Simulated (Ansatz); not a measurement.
SiC (wurtzite), relaxed with PBE (Ansatz, a program for electronic structure, plane waves, PAW): a = b = 3.0918 Å, c = 5.0741 Å, α = β = 90.00°, γ = 120.00°.

```
Property              Result
--------------------  ------
gap (eV)                2.31
B₀ by P(V) fit (GPa)     213
```

Problem. The same phase is relaxed and computed with HSE06 in the same code. What are the cell and these values now?

Solution. a = b = 3.071 Å, c = 5.036 Å, α = β = 90.00°, γ = 120.00°.

gap (eV): 3.17
B₀ by P(V) fit (GPa): 233

All cells were relaxed under the symmetry of their starts (and spin orders); stability against distortions was not tested throughout.

Potentials: the earlier of the program's two PAW sets.

Ansatz is a plane-wave DFT program.
